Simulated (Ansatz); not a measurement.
What moves the field gradients of Ba3Al3N5?

Cell of run 1: a computed structure from the Materials Project (it need not be an observed phase).

```cif
data_Ba3Al3N5
_symmetry_space_group_name_H-M 'P-1'
_symmetry_Int_Tables_number 2
_cell_length_a 5.9497
_cell_length_b 7.6352
_cell_length_c 8.8767
_cell_angle_alpha 108.789
_cell_angle_beta 100.952
_cell_angle_gamma 96.574
loop_
_atom_site_label
_atom_site_type_symbol
_atom_site_symmetry_multiplicity
_atom_site_Wyckoff_symbol
_atom_site_fract_x
_atom_site_fract_y
_atom_site_fract_z
Ba1 Ba 2 i 0.8108 0.4271 0.6099
Ba3 Ba 2 i 0.6661 0.8570 0.8802
Ba5 Ba 2 i 0.6611 0.6608 0.2159
Al7 Al 2 i 0.9162 0.3198 0.9772
Al9 Al 2 i 0.6980 0.9702 0.5798
Al11 Al 2 i 0.0989 0.8920 0.7076
N13 N 2 i 0.9359 0.1114 0.7808
N15 N 2 i 0.8213 0.7444 0.5444
N17 N 2 i 0.7811 0.5160 0.9219
N19 N 2 i 0.3694 0.9520 0.6100
N21 N 2 i 0.1869 0.7821 0.8699
```

One atom of each set is listed.

All runs are DFT with Ansatz 0.2.0 (plane waves and PAW, scalar-relativistic unless spin–orbit coupling is named, Γ-centred meshes, Fermi–Dirac smearing where given) in this cell.

Run 1: PBE, atoms as given; 420 eV, 5×4×4 k-points, smearing 0.02 eV.
Run 2: r2SCAN, atoms as given; 500 eV, 5×4×4 k-points, smearing 0.02 eV.
Run 3: PBE with spin–orbit coupling, atoms as given; 420 eV, 5×4×4 k-points, smearing 0.02 eV.

| run | Ba1 V_zz (η) | Ba3 V_zz (η) | Ba5 V_zz (η) |
| --- | --- | --- | --- |
| 1 | 22.1 (0.71) | 13.59 (0.62) | -23.0 (0.97) |
| 2 | 22.5 (0.73) | 13.94 (0.60) | -23.7 (0.98) |
| 3 | ? | ? | ? |

V_zz in 10²¹ V/m²; 3 of the 11 sets of like atoms are followed.

**Question.** Estimate the row of run 3.

**Answer.** Ba1: 22.1 (0.71); Ba3: 13.61 (0.62); Ba5: -23.1 (0.97). It lies nearest to run 1, from whose tensors on these sites it differs by 0.09 at most (largest principal value of the difference, on Ba1). Taken one at a time, the functional (r2SCAN with its higher cutoff) moves the tensors on these sites by up to 0.81 (largest principal value of the change, on Ba5), spin–orbit coupling by 0.09 (Ba1).
